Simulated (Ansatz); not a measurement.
Here is the system:

YSi:
```yaml
crystal:
  lattice:
    - [3.54426, 0.00000, 0.00000]
    - [0.00000, 3.54426, 0.00000]
    - [0.00000, 0.00000, 3.54426]
  atoms:
    - { symbol: Y, position: [0.00000, 0.00000, 0.00000] }
    - { symbol: Si, position: [0.50000, 0.50000, 0.50000] }
```

This is the r²SCAN-relaxed structure.

### Question
All from r²SCAN (plane waves, PAW; program Ansatz), unless another level is named. Estimate the electronic character.

### Answer
metallic (no gap).

### Question
And the density of states at the Fermi level?

### Answer
1.2 states/eV per atom (mean over ±0.08 eV).

### Question
Next, the formation energy from the elements (no fitted shifts)?

### Answer
-42 kJ/mol of atoms.

### Question
And the gap with spin–orbit coupling?

### Answer
none (metallic).

Space group Pm-3m (CsCl type). The cell is a constructed one: a structure type filled with these elements; neither database checked (COD, Materials Project) lists it. Whether it is the stable phase at ambient conditions was not checked. Symmetry was held in the r²SCAN relaxation. At this level the phase is mechanically unstable. No spin polarisation was allowed. The references are the lowest solids computed at this level, not always the standard phases. Spin–orbit coupling is left out wherever it is not named.

Potentials: the earlier of the program's two PAW sets.
